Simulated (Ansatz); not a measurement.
Space group C2/m (No. 12). a = 9.624 Å, b = 3.850 Å, c = 9.177 Å, α = 90.00°, β = 91.12°, γ = 90.00°
| atom | site | symmetry | x | y | z |
| --- | --- | --- | --- | --- | --- |
| Ti | 4i | m | 0.5569 | 0.5000 | 0.3589 |
| Ti | 4i | m | 0.7774 | 0.0000 | 0.2615 |
| Ti | 4i | m | 0.6340 | 0.5000 | 0.0446 |
| O | 4i | m | 0.9579 | 0.0000 | 0.1526 |
| O | 4i | m | 0.8710 | 0.0000 | 0.4427 |
| O | 4i | m | 0.7443 | 0.5000 | 0.2444 |
| O | 4i | m | 0.5861 | 0.0000 | 0.3402 |
| O | 4i | m | 0.6700 | 0.0000 | 0.0539 |

Equation of state of this Ti3O5 structure (not necessarily the ground state), with shape and atoms relaxed at each volume where symmetry leaves them free. It has no gap at any of these volumes. All numbers below come from DFT PBEsol, scalar-relativistic, plane waves, PAW (Ansatz).

Settings: cutoff 420 eV, Γ-centred mesh 10×10×4 on the computed 16-atom cell, Gaussian smearing of 0.10 eV; no spin polarisation.

```
V (Å³/atom) E − E(largest V) (meV/atom) P (GPa)
      9.349                        50.71    27.87
      9.668                         3.98    19.38
      9.987                       -26.90    12.00
     10.306                       -44.06     5.59
     10.624                       -49.30    -0.01
     10.943                       -44.14    -4.81
     11.262                       -30.06    -8.93
     11.687                         0.00   -13.54
```

Fit a third-order Birch–Murnaghan equation to E(V).

V0 = 10.62 Å³/atom, B0 = 172 GPa, B0' = 3.9.

Spin polarisation was left out, and a magnetic state may lie lower.